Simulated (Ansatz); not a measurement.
Input:

YPt$_{3}$:
Space group Pm-3m (No. 221); a = 4.0619 Å, b = 4.0619 Å, c = 4.0619 Å, α = 90.00°, β = 90.00°, γ = 90.00°

| atom | site | symmetry | x | y | z |
|---|---|---|---|---|---|
| Pt | 3c | 4/mm.m | 0.0000 | 0.5000 | 0.5000 |
| Y | 1a | m-3m | 0.0000 | 0.0000 | 0.0000 |

This is the PBEsol-relaxed structure.

Problem. All from plane-wave PAW PBEsol (Ansatz code), unless another level is named. Predict the Hill bulk and shear moduli.

Solution. 197 and 86.4 GPa.

Problem. Give the elastic constants (relaxed ions, GPa).

Solution. C11 = 282, C12 = 154, C44 = 105.

The workflow started from an entry of the Crystallography Open Database (COD). Whether it is the stable phase at ambient conditions was not checked. The cell was relaxed with PBEsol under the symmetry of its start; of distortions, only those at the zone centre were tested. The run is not spin-polarised. As this level gives no gap, shear constants depend on the k-mesh and smearing (Fermi–Dirac, 0.1 eV here). Scalar-relativistic: spin–orbit coupling is off unless named, which matters more the heavier the elements.

Potentials: the later of the program's two PAW sets.
